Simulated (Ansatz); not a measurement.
# Phonon dispersion of AlGa3N2

Theory: DFT PBE, scalar-relativistic, plane waves, PAW (Ansatz). Plane waves to 420 eV; Γ-centred k mesh 12×12×4; Gaussian smearing of 0.10 eV. No spin polarisation. Phonons by linear response, acoustic sum rule imposed.

The cell, relaxed at this level:
```yaml
crystal:
  lattice:
    - [3.22064, 0.00000, 0.00000]
    - [-1.61032, 2.78915, 0.00000]
    - [0.00000, 0.00000, 9.35635]
  atoms:
    - { symbol: Al, position: [0.33333, 0.66667, 0.25469] }
    - { symbol: Ga, position: [0.00000, 0.00000, 0.97738] }
    - { symbol: Ga, position: [0.66667, 0.33333, 0.52659] }
    - { symbol: Ga, position: [0.00000, 0.00000, 0.71020] }
    - { symbol: N, position: [0.33333, 0.66667, 0.05233] }
    - { symbol: N, position: [0.66667, 0.33333, 0.31580] }
```

The cell was found from a proposed guess, not taken from experiment. In a metal, frequencies and elastic constants depend on the k mesh and the smearing, soft modes and shear constants most. The q mesh is coarse, so values between its points are rough.

Force constants from linear response on a 3×3×1 q mesh.

Task: Is the structure dynamically stable on this mesh?

Result: No: at q = (0.333, 0.333, 0.000) a mode is imaginary, 87i cm⁻¹.

Task: Give the frequencies (cm⁻¹; i marks imaginary ones) at the irreducible q points, in fractions of the reciprocal vectors.

Result:
```tsv
q	star	frequencies
0.000 0.000 0.000	1	0 0 0 74 74 122 122 161 161 205 246 380 501 501 577 577 590 681
0.000 0.333 0.000	6	6 19 93 129 144 146 187 218 247 250 346 402 522 543 573 603 635 668
0.333 0.333 0.000	2	87i 85 87 169 174 200 211 218 247 343 370 431 536 561 577 614 621 640
```
